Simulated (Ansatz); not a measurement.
SiBCN:
```cif
data_CBNSi
_chemical_formula_sum 'B1 N1 Si1 C1'
_space_group_name_H-M_alt 'P 1'
_space_group_IT_number 1
_cell_length_a 4.96054
_cell_length_b 4.96054
_cell_length_c 4.96054
_cell_angle_alpha 33.311
_cell_angle_beta 33.311
_cell_angle_gamma 33.311
loop_
_space_group_symop_operation_xyz
  'x, y, z'
loop_
_atom_site_label
_atom_site_type_symbol
_atom_site_fract_x
_atom_site_fract_y
_atom_site_fract_z
_atom_site_occupancy
B1 B 0.99363 0.99363 0.99363 1
N1 N 0.11946 0.11946 0.11946 1
Si1 Si 0.50437 0.50437 0.50437 1
C1 C 0.63257 0.63257 0.63257 1
```

Relaxed with plane-wave PAW PBE (Ansatz code). Indices refer to the conventional cell of R3m, a = b = 2.8436 Å, c = 14.0430 Å, α = β = 90.00°, γ = 120.00°.

Question: Simulate the powder diffraction pattern (Mo Kα, λ = 0.71073 Å; lines above 1 %) up to 2θ = 45°.

Answer: Simulated powder pattern, Mo Kα, λ = 0.71073 Å (kinematic, ideal powder, no thermal factors, no anomalous dispersion; the 30 strongest lines at most, above 1 %, up to 2θ = 45°):

```csv
2θ (°),d (Å),I/Imax (%),hkl
8.71,4.681,41,(0003)
16.85,2.426,19,(1 0 -1 1)
17.47,2.340,30,(0006)
17.59,2.324,100,(0 1 -1 2)
20.30,2.016,7.0,(1 0 -1 4)
22.13,1.852,19,(0 1 -1 5)
26.33,1.560,2.0,(0009)
26.41,1.555,12,(1 0 -1 7)
28.79,1.429,34,(0 1 -1 8)
28.95,1.422,36,(1 1 -2 0)
30.28,1.360,10,(1 1 -2 3)
33.68,1.227,3.1,(0 2 -2 1)
33.87,1.220,12,(1 0 -1 10)
34.01,1.215,21,(1 1 -2 6)
34.08,1.213,12,(2 0 -2 2)
35.62,1.162,2.2,(0 2 -2 4)
36.55,1.133,1.9,(0 1 -1 11)
36.74,1.128,3.8,(2 0 -2 5)
39.53,1.051,3.7,(1 1 -2 9)
39.59,1.049,3.1,(0 2 -2 7)
41.28,1.008,9.7,(2 0 -2 8)
42.11,0.989,3.0,(1 0 -1 13)
44.62,0.936,1.2,(0 0 0 15)
44.98,0.929,3.2,(0 1 -1 14)
44.99,0.929,2.3,(2 1 -3 1)
```

The start of the workflow was typed in or built on a structure type; neither database checked (COD, Materials Project) lists it. Whether it is the stable phase at ambient conditions was not checked. The cell was relaxed with PBE under the symmetry of its start; whether a distortion lowers the energy is not shown. The volume moved by -18 % from the start of the relaxation.

Potentials: the earlier of the program's two PAW sets.
